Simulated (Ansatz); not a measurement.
**Spin–orbit splittings in Cu**

```
Cu
1.0
     0.00000    1.78872    1.78872
     1.78872    0.00000    1.78872
     1.78872    1.78872    0.00000
Cu
1
Direct
  0.00000 0.00000 0.00000
```

Structure from Materials Project entry mp-30 (possibly hypothetical), not relaxed further.

Levels of theory: DFT, PBE, all-electron LAPW, scalar-relativistic (Ansatz 0.2.0); DFT, PBE, all-electron LAPW, Dirac equation with spin-orbit coupling (Ansatz 0.2.0).

Sampling and basis: a Γ-centred 17×17×17 k mesh, Fermi–Dirac smearing of 0.05 eV, basis error target 0.25 meV/atom, no spin polarisation.

Levels between -8 and 5 eV, each run counted from its own valence-band top where it has a gap, else its Fermi level. Scalar levels are listed once for both spins; with the coupling every spinor state is counted. Levels near the edges of the range can cross them.

**Question.** At Γ (0.000, 0.000, 0.000) the scalar-relativistic levels are -3.19 (×3), -2.31 (×2). What are they with spin–orbit coupling?

**Answer.** -3.27 (×4), -3.08 (×2), -2.30 (×4).
